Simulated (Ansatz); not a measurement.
**Compressing Co$_{3}$W: a fit and a missing row**

Co$_{3}$W, Pm-3m, a = 3.551 Å. The structure is a Materials Project entry; whether it is the stable form wasn't checked. Ansatz: PBEsol, PAW, 420 eV, Γ-centred 12×12×12 mesh on 4 atoms, Gaussian smearing 0.10 eV; collinear spin, largest moment 0.2 μB. Symmetry fixes shape and atoms, so the cell is only scaled; pressure is positive in compression.

| V (Å³/atom) | P (GPa) |
| --- | --- |
| 10.519 | ? |
| 10.854 | 9.93 |
| 11.190 | -0.01 |
| 11.526 | -8.42 |
| 11.861 | -15.53 |

Question: Take V0 = 11.190 Å³/atom, count pressures from its P0 = -0.01 GPa, fit the third-order Birch–Murnaghan form to the other rows, and predict the missing pressure.

Answer: With the Eulerian strain f = ½[(V0/V)^(2/3) − 1] and y = (P − P0)/[3f(1 + 2f)^(5/2)], the form is the line y = B0 + 1.5 B0 (B0′ − 4) f. Rows (f, y): 0.01027, 306.6; -0.00976, 301.7; -0.01904, 299.4. Means f = -0.006177, y = 302.57; Σ(Δf)² = 0.0004488, ΣΔfΔy = 0.1102; the slope is their ratio. y = 304.1 + 245.5 f GPa, so B0 = 304.1 GPa and B0′ = 4 + 2 × (245.5)/(3 × 304.1) = 4.54. At V = 10.519, f = 0.02104, y = 309.27 and P = 21.63 GPa. The run gave 21.69 GPa, so the fit is 0.06 GPa too low, a small miss on the scale of the series. The form still works here, 33 % of the fitted range beyond its end. Note that the largest moment runs from 0.12 to 0.31 μB along the series.

The largest moment runs from 0.12 to 0.31 μB along the series, so B0 and B0′ hold the change of the moment too.

Spin–orbit coupling is left out, which can shift energies with elements as heavy as these.